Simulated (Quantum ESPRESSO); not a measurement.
Mo4S6Se2, convergence and cost over cutoff and k mesh

Computed values, not a measurement. The program is pw.x of Quantum ESPRESSO 7.5 (plane-wave density functional theory). The cell is made up: 12 atoms on a layered 2H lattice, with randomly drawn elements, strain and displacements, not relaxed. PseudoDojo standard norm-conserving files (v0.5 for PBE, v0.4.1 for LDA and PBEsol) set the functional; there is no spin polarisation, spin-orbit coupling or dispersion term, and the masses in the input are unused placeholders.

Input of the run in row 4:

```
&control calculation='scf', pseudo_dir='./dojo.nc.sr.pbe.v0_5.standard.upf', outdir='./o', disk_io='medium', tprnfor=.true., tstress=.true. /
&system ibrav=0, nat=12, ntyp=3, nbnd=68, ecutwfc=85.99341389, nosym=.true., tot_charge=0,
 occupations='smearing', smearing='fd', degauss=0.0018374661
/
&electrons conv_thr=7.350e-09, electron_maxstep=60, /
ATOMIC_SPECIES
Mo 1.0 Mo.upf
S 1.0 S.upf
Se 1.0 Se.upf
CELL_PARAMETERS angstrom
3.2281 -0.049 -0.0012
-0.0848 5.592 -0.0565
-0.0046 -0.1297 12.7686
ATOMIC_POSITIONS angstrom
Mo -0.0383 1.8023 3.1546
Mo 1.7487 0.8923 9.4737
Mo 1.5326 4.6179 3.1302
Mo 0.0362 3.6646 9.512
S -0.0646 1.7938 7.9572
S -0.0007 1.8058 11.0971
Se 1.4779 0.9441 1.6038
S 1.6672 0.7652 4.8849
S 1.4083 4.5956 7.9021
Se 1.5195 4.4803 11.021
S 0.0578 3.7298 1.6848
S -0.1003 3.5997 4.6835
K_POINTS automatic
7 4 2 1 1 1
```

The same cell was run at these settings. Meshes are shifted by half a step, and differences are from the last row, which is itself not exact.

```
cutoff (eV)     k mesh  k points solved  threshold (eV)  free energy less the last row's (eV)  pressure (GPa)  largest stress difference (GPa)  largest force difference (eV/Å)  iterations  wall time (s)  k-point pools                  processor
        819  2 x 2 x 2                4           1e-04                                 1.416          -16.31                            22.34                            0.664          14            139              1      AMD EPYC, Zen 5 class
       1170  2 x 2 x 2                4           1e-07                                -1.538            3.61                             2.39                            0.662          20            334              1      AMD EPYC, Zen 5 class
        626  7 x 4 x 2               28           1e-07                                51.519         -176.01                           181.21                            0.090          19            623              1      AMD EPYC, Zen 5 class
       1170  7 x 4 x 2               28           1e-07                                 0.001            4.89                             0.02                            0.002          20           1632              1      AMD EPYC, Zen 5 class
       1467  9 x 6 x 4              108           1e-07                                 0.000            4.89                             0.00                            0.000          20           1374              4  Intel Xeon, 2023 or later
```

Each pool is one process. Wall times include start-up and a band step at six k points, which weighs most on the coarsest meshes. The runs were on shared virtual cores whose load varied, so times are rough.